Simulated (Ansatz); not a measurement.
The cell below belongs to a search over invented structures; it isn't taken from experiment.

Input and command of a plane-wave DFT calculation in Ansatz:

```yaml
crystal:
  lattice:
    - [0.0, 5.5737578557, 5.5737578557]
    - [5.5737578557, 0.0, 5.5737578557]
    - [5.5737578557, 5.5737578557, 0.0]
  atoms:
    - { symbol: Li, position: [0.25, 0.25, 0.25] }
    - { symbol: Li, position: [0.75, 0.75, 0.75] }
    - { symbol: "Y", position: [0.0, 0.0, 0.0] }
    - { symbol: Cr, position: [0.5, 0.5, 0.5], spin: 1.17 }
    - { symbol: C, position: [0.7796500766, 0.2203499234, 0.2203499234] }
    - { symbol: C, position: [0.2203499234, 0.7796500766, 0.2203499234] }
    - { symbol: C, position: [0.2203499234, 0.2203499234, 0.7796500766] }
    - { symbol: C, position: [0.2203499234, 0.7796500766, 0.7796500766] }
    - { symbol: C, position: [0.7796500766, 0.2203499234, 0.7796500766] }
    - { symbol: C, position: [0.7796500766, 0.7796500766, 0.2203499234] }
    - { symbol: "N", position: [0.673759236, 0.326240764, 0.326240764] }
    - { symbol: "N", position: [0.326240764, 0.673759236, 0.326240764] }
    - { symbol: "N", position: [0.326240764, 0.326240764, 0.673759236] }
    - { symbol: "N", position: [0.326240764, 0.673759236, 0.673759236] }
    - { symbol: "N", position: [0.673759236, 0.326240764, 0.673759236] }
    - { symbol: "N", position: [0.673759236, 0.673759236, 0.326240764] }
basis:
  ecutwfc: 420
kpoints:
  mp_grid: { grid: [6, 6, 6] }
hamiltonian:
  xc: pbe
scf:
  occupations: { method: gaussian, width: 0.1 }
output:
  forces: true
  stress: true
  eigenvalues: true
  populations: true
  write_density: true
  write_potential: true
  elf: true
  volumetric_format: npy
magnetization:
  spin_polarized: true
relax:
  adjacent_minimum: "off"
  f_tol: 0.01
  max_steps: 80
  cell: { stress_tol: 0.05 }
```

```bash
ansatz run input.yaml --threads 1 --pin off --max-ram 2560MiB --backend cpu --events-out ev --progress --plain --runs-dir out
```

Processor: Intel(R) Xeon(R) Platinum 8259CL CPU @ 2.50GHz (Skylake/Cascade Lake), 1 thread, on a host shared with other jobs.

Problem. Estimate time, memory and problem size.

Solution. About 5.3 min, peak memory 1.1 GiB. It solves 60 bands at 16 k points (after reduction by symmetry) with about 6855 plane waves (on the last cell), in 45 SCF iterations over 4 ionic steps.
